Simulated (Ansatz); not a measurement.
SrTiO$_{3}$:
```
CELL_PARAMETERS angstrom
      3.93640     0.00000     0.00000
      0.00000     3.93640     0.00000
      0.00000     0.00000     3.93640
ATOMIC_POSITIONS crystal
  Sr 0.50000 0.50000 0.50000
  Ti 0.00000 0.00000 0.00000
  O  0.50000 0.00000 0.00000
  O  0.00000 0.50000 0.00000
  O  0.00000 0.00000 0.50000
```

Relaxed with PBE.

Task: Decompose the optical modes at the zone centre into irreducible representations, and say which are infrared and Raman allowed.

Result: Point group m-3m: Γ_opt = 3T1u + T2u. Infrared: T1u. Raman: none.

Task: Assign frequencies (DFPT, PBE in the plane-wave PAW code Ansatz; without the LO–TO term).

Result: T1u 141i, T1u 144, T2u 233, T1u 509 cm⁻¹.

Space group Pm-3m (cubic perovskite). The cell was relaxed with PBE under the symmetry of its start. At this level the phase is dynamically unstable (imaginary phonons). The run is not spin-polarised.

Potentials: the later of the program's two PAW sets.
